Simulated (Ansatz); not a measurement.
WSe$_{2}$:
```yaml
crystal:
  lattice:
    - [3.30261, 0.00000, 0.00000]
    - [-1.65130, 2.86014, 0.00000]
    - [0.00000, 0.00000, 13.22733]
  atoms:
    - { symbol: W, position: [0.66667, 0.33333, 0.25000] }
    - { symbol: W, position: [0.33333, 0.66667, 0.75000] }
    - { symbol: Se, position: [0.33333, 0.66667, 0.37578] }
    - { symbol: Se, position: [0.66667, 0.33333, 0.62422] }
    - { symbol: Se, position: [0.66667, 0.33333, 0.87578] }
    - { symbol: Se, position: [0.33333, 0.66667, 0.12422] }
```

Relaxed with r²SCAN+D4. Special points in fractions of this cell's reciprocal vectors: Γ (0.000, 0.000, 0.000); M (0.500, 0.000, 0.000); K (0.333, 0.333, 0.000); A (0.000, 0.000, 0.500); L (0.500, 0.000, 0.500); H (0.333, 0.333, 0.500).

### Question
List the band energies nearest the valence-band maximum at these points for r²SCAN+D4 with spin–orbit coupling in the plane-wave PAW code Ansatz.

### Answer
In eV from the valence-band maximum; about four levels below and three above (degenerate sets whole), none deeper than 8.9 eV; points with the same levels are listed once.

| k | below | above |
|---|---|---|
| Γ | -0.98 -0.98 0.00 0.00 | 2.55 2.55 2.59 2.59 |
| M | -1.28 -1.28 -1.25 -1.25 | 2.07 2.07 2.09 2.09 |
| K | -0.62 -0.62 -0.11 -0.11 | 1.27 1.27 1.31 1.31 |
| A | -0.25 -0.25 -0.25 -0.25 | 2.57 2.57 2.57 2.57 |
| L | -1.28 -1.28 -1.28 -1.28 | 2.09 2.09 2.09 2.09 |
| H | -0.61 -0.61 -0.14 -0.14 | 1.28 1.28 1.31 1.31 |

Space group P6_3/mmc. The cell was relaxed with r²SCAN+D4 under the symmetry of its start; of distortions, only those at the zone centre were tested. No spin polarisation was allowed.

Potentials: the later of the program's two PAW sets.
